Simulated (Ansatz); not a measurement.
# What DFT gives for LaZrAs₃

```yaml
crystal:
  lattice:
    - [3.28033, 1.89390, 5.28066]
    - [-3.28033, 1.89390, 5.28066]
    - [0.00000, -3.78780, 5.28065]
  atoms:
    - { symbol: Zr, position: [0.00000, 0.00000, 0.00000] }
    - { symbol: Zr, position: [0.50000, 0.50000, 0.50000] }
    - { symbol: As, position: [0.74350, 0.75650, 0.25000] }
    - { symbol: As, position: [0.25000, 0.74350, 0.75650] }
    - { symbol: As, position: [0.75650, 0.25000, 0.74350] }
    - { symbol: As, position: [0.25650, 0.24350, 0.75000] }
    - { symbol: As, position: [0.75000, 0.25650, 0.24350] }
    - { symbol: As, position: [0.24350, 0.75000, 0.25650] }
    - { symbol: La, position: [0.25000, 0.25000, 0.25000] }
    - { symbol: La, position: [0.75000, 0.75000, 0.75000] }
```

Single point in Ansatz 0.2.0 with PBEsol, no spin polarisation. Cutoff 420 eV, PAW datasets, 6×6×6 Γ-centred k mesh, gaussian filling (width 0.2797 eV).

Problem. Where is the largest force?

Solution. The largest is on As4 (and as large on other atoms): 0.15 eV/Å, components (0.08, -0.13, 0.00). It makes 91° with the line to a nearest neighbour, Zr1 at 2.31 Å.

Problem. Give the Bader charges.

Solution. Bader charges in e: La +1.54, Zr +1.05, As -0.86. In the mean La gives up most and As takes most.

Problem. What happens at the Fermi level?

Solution. It is a metal, with about 6 states/eV a cell as the mean within 0.25 eV of the Fermi level, mostly As p (56 %), Zr d (15 %) and La d (15 %).

Problem. What does the stress say?

Solution. The pressure is 34.4 GPa (compression positive), so with the atoms held at these fractions the cell would first expand.

Origin: a known structure type with other elements, at an estimated volume, so it need not be a known compound. Caveats: many states at the Fermi level without spin polarisation, so a magnetic state may lie lower; atoms or cell far from equilibrium; wide smearing; f levels without a U or exact exchange are poorly placed.
